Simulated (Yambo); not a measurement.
A free-standing MgI2 monolayer (symmetry P-3m1, slab cell 16.3 Å high), G0W0@PBEsol in Yambo with this input:

```
rim_cut
gw0
dyson
el_el_corr
HF_and_locXC
ppa
em1d
rim_w
RandQpts= 1000000
RandGvec= 2 Ry
CUTGeo= "slab z"
EXXRLvcs= 84 Ry
VXCRLvcs= 336 Ry
Chimod= "HARTREE"
% BndsRnXp
 5 | 158 |
%
NGsBlkXp= 7 Ry
% LongDrXp
 1.0 | 1.0 | 0.0 |
%
RandGvecW= 820 mRy
PPAPntXp= 27.2114 eV
% GbndRnge
 1 | 158 |
%
GTermKind= "BG"
DysSolver= "n"
ExtendOut
```

On a 6×6×1 mesh, with wavefunctions cut at 84 Ry, the gap (Γ → M) is 6.035 eV and the valence edge shifts by -1.368 eV.

**Question.** What happens with this change: pole fitted at 15 eV?

**Answer.** The gap falls by 0.041 eV, to 5.994 eV; the shift of the valence edge becomes -1.300 eV. Neither run is shown to be the converged limit.

Spin-orbit coupling is not included.

Geometry relaxed with PBEsol; primitive cell a = b = 4.1302 Å, c = 16.3000 Å, α = β = 90.00°, γ = 120.00°.

This is a model layer cut from the bulk structure; whether it is stable on its own was not checked.

A shift is the quasiparticle energy of the state minus its PBEsol energy.
